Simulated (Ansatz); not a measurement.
**One relaxed cell of RbLuSe₂ at several levels**

A database entry relaxed whole under r2SCAN at zero pressure (R-3m, No. 166):

```yaml
crystal:
  lattice:
    - [2.06943, 1.19479, 7.93089]
    - [-2.06943, 1.19479, 7.93089]
    - [0.00000, -2.38957, 7.93089]
  atoms:
    - { symbol: Rb, position: [0.00000, 0.00000, 0.00000] }
    - { symbol: Lu, position: [0.50000, 0.50000, 0.50000] }
    - { symbol: Se, position: [0.23088, 0.23088, 0.23088] }
    - { symbol: Se, position: [0.76912, 0.76912, 0.76912] }
```

Its volume is 29.41 Å³ an atom, +1.2 % against the entry's 29.06, a measured cell (2002, 153 K).

Single points on this cell with plane-wave PAW DFT (Ansatz 0.2.0; r2SCAN 500 eV, hybrids 420 eV; fermi-dirac occupations of width 0.020 eV; no moments): r2SCAN on a 8×8×8 Γ-centred mesh; r2SCAN with spin-orbit coupling on a 6×6×6 Γ-centred mesh; HSE06 on a 4×4×4 Γ-centred mesh; PBE0 on a 4×4×4 Γ-centred mesh.

Question: How do gap, pressure and charges move from level to level?

Answer: The runs give:

```
                          level  gap (eV), or kind  pressure (GPa)  Bader charge of Rb (e)  Bader charge of Lu (e)  Bader charge of Se (e)
                         r2SCAN               2.35             0.0                   +0.79                   +1.94                   -1.37
r2SCAN with spin-orbit coupling               2.20             0.0                   +0.79                   +1.94                   -1.37
                          HSE06               2.82             0.6                   +0.79                   +1.97                   -1.38
                           PBE0               3.51             0.6                   +0.79                   +1.97                   -1.38
```

Under r2SCAN the gap is 2.35 eV, over mesh and band path. HSE06 moves it by +0.47 eV and PBE0 by +1.16 eV; PBE0 keeps its exact exchange at long range, which widens the gap over HSE06's by 0.69 eV on their common mesh. Spin-orbit coupling moves the r2SCAN gap by -0.15 eV, which the hybrid values lack.

Caveats: the relaxation kept the start's symmetry; HSE06 is read on its mesh and at the zone's corners, PBE0 on its mesh alone; hybrid pressures are good to a few tenths of a GPa; pressure is positive in compression.
